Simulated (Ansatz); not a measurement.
Os:
```
CELL_PARAMETERS angstrom
      0.00000     2.77774     2.77774
      2.77774     0.00000     2.77774
      2.77774     2.77774     0.00000
ATOMIC_POSITIONS crystal
  Os 0.00000 0.00000 0.00000
  Os 0.25000 0.25000 0.25000
```

Relaxed with PBE. Special points in fractions of this cell's reciprocal vectors: Γ (0.000, 0.000, 0.000); X (0.500, 0.000, 0.500); U (0.625, 0.250, 0.625); K (0.375, 0.375, 0.750); L (0.500, 0.500, 0.500); W (0.500, 0.250, 0.750).

### Question
List the band energies nearest the Fermi level at these points for the program Ansatz at the PBE with spin–orbit coupling level (PAW).

### Answer
In eV from the Fermi level; about four levels below and three above (degenerate sets whole), none deeper than 8.9 eV; points with the same levels are listed once.

```
k                    below                above
-  -----------------------  -------------------
Γ  -0.56 -0.56 -0.56 -0.56  2.55 2.55 2.55 2.55
X  -1.31 -1.31 -1.31 -1.31  2.11 2.11 2.11 2.11
U  -1.72 -1.72 -1.32 -1.32  1.67 1.67 2.36 2.36
L  -3.61 -3.61 -1.62 -1.62  0.30 0.30 0.36 0.36
W  -1.95 -1.95 -1.83 -1.83  2.42 2.42 2.49 2.49
```

Space group Fd-3m (diamond). The start of the workflow was typed in or built on a structure type; neither database checked (COD, Materials Project) lists it. It is not the phase usual at ambient conditions (space group No. 194). Symmetry was held in the PBE relaxation; whether a distortion lowers the energy is not shown. No spin polarisation was allowed.

Potentials: the later of the program's two PAW sets.
